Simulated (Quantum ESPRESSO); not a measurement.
# Mg7S6ClF: input and log of a self-consistent run

A calculation, not a measurement. The program is pw.x of Quantum ESPRESSO 7.5 (plane-wave density functional theory). The cell is made up: 15 atoms on a doubled zincblende/diamond lattice with one site empty, with randomly drawn elements, strain and displacements, not relaxed. PseudoDojo standard norm-conserving files (v0.5 for PBE, v0.4.1 for LDA and PBEsol) set the functional; there is no spin polarisation, spin-orbit coupling or dispersion term, and the masses in the input are unused placeholders.

Input:

```
&control calculation='scf', pseudo_dir='./dojo.nc.sr.pbe.v0_5.standard.upf', outdir='./o', disk_io='low', tprnfor=.true., tstress=.true. /
&system ibrav=0, nat=15, ntyp=4, nbnd=66, ecutwfc=84.00895049, nosym=.true., tot_charge=0,
 occupations='smearing', smearing='fd', degauss=0.0018374661
/
&electrons conv_thr=7.350e-09, electron_maxstep=60, /
ATOMIC_SPECIES
Cl 1.0 Cl.upf
F 1.0 F.upf
Mg 1.0 Mg.upf
S 1.0 S.upf
CELL_PARAMETERS angstrom
5.7692 0.0 0.0
0.0 5.7692 0.0
0.0 0.0 11.5385
ATOMIC_POSITIONS angstrom
Mg -0.0325 2.8094 2.7553
Mg 2.8689 0.044 2.8758
Mg 2.8369 2.817 0.0932
Mg -0.0375 0.0781 5.7372
Mg 0.048 2.9494 8.6075
Mg 2.9179 0.0916 8.5002
Mg 2.9139 2.9953 5.8268
S 1.3791 1.4145 1.4067
Cl 1.5102 4.2507 4.3803
S 4.3856 1.5074 4.3732
S 4.1803 4.2913 1.3915
S 1.404 1.5043 7.1045
F 1.3982 4.3063 10.0871
S 4.306 1.554 10.0986
S 4.3014 4.1484 7.28
K_POINTS automatic
4 4 2 1 1 1
```

The log is shortened where brackets say so; the opening notice, blank lines, dates and the lines on written files are dropped, and the path of the files is cut. It prints rydbergs, bohrs and kilobars, and counts compression as positive stress. With no partly filled state, the Fermi energy that it prints is only some level between the filled and the empty states on the mesh, and need not lie in the true gap.

```
     Program PWSCF v.7.5
     Parallel version (MPI & OpenMP), running on       4 processor cores
     Number of MPI processes:                 4
     Threads/MPI process:                     1
     [start-up lines left out]
     bravais-lattice index     =            0
     lattice parameter (alat)  =      10.9022  a.u.
     unit-cell volume          =    2591.6547 (a.u.)^3
     number of atoms/cell      =           15
     number of atomic types    =            4
     number of electrons       =       120.00
     number of Kohn-Sham states=           66
     kinetic-energy cutoff     =      84.0090  Ry
     charge density cutoff     =     336.0358  Ry
     scf convergence threshold =      7.3E-09
     mixing beta               =       0.7000
     number of iterations used =            8  plain     mixing
     Exchange-correlation= PBE
                           (   1   4   3   4   0   0   0)
     [axes and pseudopotential details left out]
   Cartesian axes
     site n.     atom                  positions (alat units)
         1        Mg     tau(   1) = (  -0.0056334   0.4869653   0.4775879  )
         2        Mg     tau(   2) = (   0.4972787   0.0076267   0.4984747  )
         3        Mg     tau(   3) = (   0.4917320   0.4882826   0.0161548  )
         4        Mg     tau(   4) = (  -0.0065000   0.0135374   0.9944533  )
         5        Mg     tau(   5) = (   0.0083200   0.5112321   1.4919746  )
         6        Mg     tau(   6) = (   0.5057720   0.0158774   1.4733759  )
         7        Mg     tau(   7) = (   0.5050787   0.5191881   1.0099841  )
         8        S      tau(   8) = (   0.2390453   0.2451813   0.2438293  )
         9        Cl     tau(   9) = (   0.2617694   0.7367919   0.7592560  )
        10        S      tau(  10) = (   0.7601747   0.2612841   0.7580254  )
        11        S      tau(  11) = (   0.7245892   0.7438293   0.2411946  )
        12        S      tau(  12) = (   0.2433613   0.2607467   1.2314532  )
        13        F      tau(  13) = (   0.2423560   0.7464293   1.7484400  )
        14        S      tau(  14) = (   0.7463773   0.2693614   1.7504333  )
        15        S      tau(  15) = (   0.7455800   0.7190598   1.2618734  )
     number of k points=    16  Fermi-Dirac smearing, width (Ry)=  0.0018
                       cart. coord. in units 2pi/alat
        k(    1) = (   0.1250000   0.1250000   0.1249989), wk =   0.1250000
        k(    2) = (   0.1250000   0.1250000  -0.1249989), wk =   0.1250000
     [further k points left out]
     Dense  grid:   269483 G-vectors     FFT dimensions: (  64,  64, 128)
     Estimated max dynamical RAM per process >     585.31 MB
     Estimated total dynamical RAM >       2.09 GB
     Initial potential from superposition of free atoms
     starting charge     119.9942, renormalised to     120.0000
     Starting wfcs are   67 randomized atomic wfcs
     total cpu time spent up to now is        7.7 secs
     per-process dynamical memory:   386.5 Mb
     Self-consistent Calculation
     iteration #  1     ecut=    84.01 Ry     beta= 0.70
     Davidson diagonalization with overlap
     ethr =  1.00E-02,  avg # of iterations =  6.2
     total cpu time spent up to now is       24.1 secs
     total energy              =   -1046.27454055 Ry
     estimated scf accuracy    <       1.71323346 Ry
     iteration #  2     ecut=    84.01 Ry     beta= 0.70
     Davidson diagonalization with overlap
     ethr =  1.43E-03,  avg # of iterations =  6.2
     total cpu time spent up to now is       42.2 secs
     total energy              =   -1044.82399748 Ry
     estimated scf accuracy    <       9.11046692 Ry
     iteration #  3     ecut=    84.01 Ry     beta= 0.70
     Davidson diagonalization with overlap
     ethr =  1.43E-03,  avg # of iterations =  5.8
     total cpu time spent up to now is       60.5 secs
     total energy              =   -1046.97041545 Ry
     estimated scf accuracy    <       1.11117664 Ry
     iteration #  4     ecut=    84.01 Ry     beta= 0.70
     Davidson diagonalization with overlap
     ethr =  9.26E-04,  avg # of iterations =  2.9
     total cpu time spent up to now is       74.6 secs
     total energy              =   -1047.01856496 Ry
     estimated scf accuracy    <       0.22964162 Ry
     iteration #  5     ecut=    84.01 Ry     beta= 0.70
     Davidson diagonalization with overlap
     ethr =  1.91E-04,  avg # of iterations =  7.2
     total cpu time spent up to now is       90.4 secs
     total energy              =   -1047.00984617 Ry
     estimated scf accuracy    <       0.07370643 Ry
     [iterations 6 to 9 left out]
     iteration # 10     ecut=    84.01 Ry     beta= 0.70
     Davidson diagonalization with overlap
     ethr =  1.71E-08,  avg # of iterations =  2.0
     total cpu time spent up to now is      175.7 secs
     total energy              =   -1047.01482366 Ry
     estimated scf accuracy    <       0.00000823 Ry
     iteration # 11     ecut=    84.01 Ry     beta= 0.70
     Davidson diagonalization with overlap
     ethr =  6.86E-09,  avg # of iterations =  2.0
     total cpu time spent up to now is      190.0 secs
     total energy              =   -1047.01482484 Ry
     estimated scf accuracy    <       0.00000031 Ry
     iteration # 12     ecut=    84.01 Ry     beta= 0.70
     Davidson diagonalization with overlap
     ethr =  2.62E-10,  avg # of iterations =  4.0
     total cpu time spent up to now is      204.8 secs
     total energy              =   -1047.01482495 Ry
     estimated scf accuracy    <       0.00000008 Ry
     iteration # 13     ecut=    84.01 Ry     beta= 0.70
     Davidson diagonalization with overlap
     ethr =  6.30E-11,  avg # of iterations =  3.0
     total cpu time spent up to now is      220.1 secs
     total energy              =   -1047.01482496 Ry
     estimated scf accuracy    <          7.6E-09 Ry
     iteration # 14     ecut=    84.01 Ry     beta= 0.70
     Davidson diagonalization with overlap
     ethr =  6.31E-12,  avg # of iterations =  3.0
     total cpu time spent up to now is      235.6 secs
     End of self-consistent calculation
          k = 0.1250 0.1250 0.1250 ( 33677 PWs)   bands (ev):
   -73.6250 -73.3434 -73.0215 -72.6802 -72.4349 -72.2512 -71.3801 -40.4301
   -40.3682 -40.3568 -40.1461 -40.1099 -40.0937 -39.8132 -39.7599 -39.7345
   -39.4538 -39.4388 -39.4160 -39.2541 -39.1830 -39.1382 -39.0832 -39.0066
   -38.9492 -38.1886 -38.1259 -38.1103 -18.1423 -14.4647  -9.9521  -9.5354
    -9.3419  -7.6651  -7.2848  -7.2129  -3.3282  -2.9889  -2.9629  -1.3679
    -1.0651  -0.9607  -0.4433  -0.3263  -0.1769  -0.0442  -0.0052   0.0920
     0.1818   0.3382   0.4642   0.9924   1.0741   1.6480   1.9348   1.9804
     2.2280   2.4621   2.7478   3.0391   4.5081   5.2227   5.7147   5.7978
     6.4740   6.7537
     [levels at the other k points left out]
     the Fermi energy is     3.8408 ev
!    total energy              =   -1047.01482497 Ry
     estimated scf accuracy    <          3.8E-10 Ry
     smearing contrib. (-TS)   =      -0.00000000 Ry
     internal energy E=F+TS    =   -1047.01482497 Ry
     The total energy is F=E-TS. E is the sum of the following terms:
     one-electron contribution =    -823.17105742 Ry
     hartree contribution      =     408.02363340 Ry
     xc contribution           =    -168.83074001 Ry
     ewald contribution        =    -463.03666092 Ry
     convergence has been achieved in  14 iterations
     Forces acting on atoms (cartesian axes, Ry/au):
     atom    1 type  3   force =    -0.02282587    0.00065946   -0.05368827
     atom    2 type  3   force =     0.02012102    0.01543760   -0.06163294
     atom    3 type  3   force =    -0.00747407    0.00777978   -0.01890949
     atom    4 type  3   force =    -0.01714321   -0.00413369    0.01998089
     atom    5 type  3   force =     0.00908446   -0.01302653    0.08867769
     atom    6 type  3   force =     0.01176764    0.01160850    0.06452609
     atom    7 type  3   force =     0.01356028   -0.05254735   -0.00763696
     atom    8 type  4   force =     0.00191389   -0.01044499    0.03841996
     atom    9 type  1   force =    -0.02014701    0.01959311    0.00312804
     atom   10 type  4   force =    -0.02080189   -0.00648938    0.00824685
     atom   11 type  4   force =     0.01469082    0.01059699    0.05520375
     atom   12 type  4   force =     0.00689225   -0.00973013   -0.00550142
     atom   13 type  2   force =     0.01404655   -0.03231276   -0.05666756
     atom   14 type  4   force =    -0.01044595   -0.00635609   -0.04697146
     atom   15 type  4   force =     0.00676108    0.06936546   -0.02717515
     Total force =     0.208494     Total SCF correction =     0.000032
     Computing stress (Cartesian axis) and pressure
          total   stress  (Ry/bohr**3)                   (kbar)     P=      -25.71
  -0.00014531  -0.00000721   0.00003162          -21.38       -1.06        4.65
  -0.00000721  -0.00017060  -0.00001640           -1.06      -25.10       -2.41
   0.00003162  -0.00001640  -0.00020842            4.65       -2.41      -30.66
     init_run     :      7.22s CPU      7.59s WALL (       1 calls)
     electrons    :    224.90s CPU    227.96s WALL (       1 calls)
     forces       :      2.35s CPU      2.39s WALL (       1 calls)
     stress       :      7.97s CPU      8.21s WALL (       1 calls)
     [timing details left out]
     PWSCF        :   4m 2.64s CPU   4m 6.47s WALL
     JOB DONE.
```

In other units: free energy -14245.362 eV for the cell, pressure -2.57 GPa, largest force component 2.280 eV/Å. A rerun of the same cell at another strain at a cutoff of 1437 eV and k mesh 6 x 6 x 4 moved values by no more than 0.004 eV in energy, 0.02 GPa in stress and 0.010 eV/Å in force.